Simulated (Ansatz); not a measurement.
Input and command of a plane-wave DFT calculation in Ansatz:

```yaml
crystal:
  lattice:
    - [3.0399724269, 1.7551288991, 3.6543929211]
    - [-3.0399724269, 1.7551288991, 3.6543929211]
    - [0.0, -3.510257798, 3.6543929212]
  atoms:
    - { symbol: Zr, position: [0.1621066357, 0.8378933643, 0.5] }
    - { symbol: Zr, position: [0.5, 0.1621066357, 0.8378933643] }
    - { symbol: Zr, position: [0.8378933643, 0.5, 0.1621066357] }
    - { symbol: S, position: [0.3347765468, 0.3347765468, 0.3347765468] }
    - { symbol: S, position: [0.6652234532, 0.6652234532, 0.6652234532] }
basis:
  ecutwfc: 420
kpoints:
  mp_grid: { grid: [12, 12, 12] }
hamiltonian:
  xc: pbe
scf:
  occupations: { method: gaussian, width: 0.15 }
output:
  forces: true
  stress: true
  eigenvalues: true
```

```bash
ansatz run input.yaml --threads 2 --pin off --max-ram 5120MiB --backend cpu --events-out ev --progress --plain --runs-dir out
```

Processor: Arm Neoverse V1, 2 threads, on a host shared with other jobs.

**Question.** How long does it run, and how much memory does it take?

**Answer.** About 26 s on 2 threads of Arm Neoverse V1, on a shared host, peak memory 0.71 GiB. It solves 29 bands at 189 k points (the mesh reduced by symmetry) with about 2311 plane waves, in 7 SCF iterations.
